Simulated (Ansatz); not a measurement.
## AuCu3-type EuFe3

Method: PBE, scalar-relativistic; collinear spin; PAW, 420 eV, Γ-centred 8×8×8 mesh, 0.05 eV Gaussian smearing; code Ansatz; PAW files: Ansatz's generated set soft_2.

```xyz
4
Lattice="3.9628 0.0000 0.0000 0.0000 3.9628 0.0000 0.0000 0.0000 3.9628" Properties=species:S:1:pos:R:3 pbc="T T T"
Eu    0.0000    0.0000    0.0000
Fe    0.0000    1.9814    1.9814
Fe    1.9814    1.9814    0.0000
Fe    1.9814    0.0000    1.9814
```

The start was a prototype's sites filled with these elements, not a measured cell.

Magnetic state: ferrimagnetic, site spin moments Eu 6.50; Fe -2.46 μB.

The cell is relaxed to zero pressure at this level.

The cell has space group Pm-3m (read at 0.01 Å). In it the stress is -0.01, -0.01, -0.01, 0.00, 0.00, 0.00 GPa and the largest force component 0.000 eV/Å. Each change below starts from this cell, without further relaxation. Stress is in GPa, positive in compression, in the order xx, yy, zz, yz, xz, xy; energies are counted from the cell above and are free energies with the smearing's entropy, which match forces and stress in a metal.

Problem. What happens when atom 3 (Fe) is moved by 0.02 Å along x?

Solution. The energy changes by 0.8 meV per cell, and the force on it along the shift is -0.082 eV/Å (−F/u = 4.10 eV/Å²). Stress: -0.01, -0.01, -0.01, 0.00, 0.00, 0.00.
```tsv
atom	Fx (eV/Å)	Fy	Fz
Eu1	0.071	0.000	0.000
Fe2	0.010	0.000	0.000
Fe3	-0.082	0.000	0.000
Fe4	0.001	0.000	0.000
```

Problem. A single strain component, atoms carried along, gave the stress -0.47, -0.93, -0.93, 0.00, 0.00, 0.00. Which component, and about how large?

Solution. An engineering strain of 1 % in xx; the energy changes by 1.0 meV per cell.

Without a U the 4f levels of Eu lie too near the Fermi level, so their share of the states there, and what hangs on it, is overstated. Scalar-relativistic only: spin–orbit splittings of the heavy atoms' levels are missing. Site moments are of spin, integrated over atomic spheres.
